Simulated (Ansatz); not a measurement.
ScF$_{3}$:
```cif
data_F6Sc2
_chemical_formula_sum 'Sc2 F6'
_space_group_name_H-M_alt 'P 1'
_space_group_IT_number 1
_cell_length_a 5.67886
_cell_length_b 5.67886
_cell_length_c 5.67886
_cell_angle_alpha 59.324
_cell_angle_beta 59.324
_cell_angle_gamma 59.324
loop_
_space_group_symop_operation_xyz
  'x, y, z'
loop_
_atom_site_label
_atom_site_type_symbol
_atom_site_fract_x
_atom_site_fract_y
_atom_site_fract_z
_atom_site_occupancy
Sc1 Sc 0.50000 0.50000 0.50000 1
Sc2 Sc 0.00000 0.00000 0.00000 1
F1 F 0.69986 0.25000 0.80014 1
F2 F 0.30014 0.75000 0.19986 1
F3 F 0.80014 0.69986 0.25000 1
F4 F 0.19986 0.30014 0.75000 1
F5 F 0.25000 0.80014 0.69986 1
F6 F 0.75000 0.19986 0.30014 1
```

This is the r²SCAN-relaxed structure.

Task: All from r²SCAN (plane waves, PAW; program Ansatz), unless another level is named. Predict the electronic dielectric constant ε∞ (DFPT).

Result: 2.15 (xx = yy), 2.16 (zz).

Task: What about the Bader charges?

Result: Sc +2.29, F -0.76 e.

Task: And the Born charges (a third of the trace)?

Result: Sc +3.88, F -1.29 e.

Task: Next, the static dielectric constant ε0 (ions relaxed, cell fixed)?

Result: 7.42 (xx = yy), 7.65 (zz).

Space group R-3c. The first step of the workflow began from a Materials Project structure, measured or hypothetical; the Crystallography Open Database copy checked does not list it. COD files the formula under space group No. 155, 191, 194, 221. Its standing as an ambient phase is unchecked. The r²SCAN relaxation kept the symmetry of its start; its stability against distortions is not shown here. No spin polarisation was allowed.

Potentials: the earlier of the program's two PAW sets. The files were generated under PBE; for other functionals the program regenerates the frozen cores, and for LDA and PBEsol the local potential too.
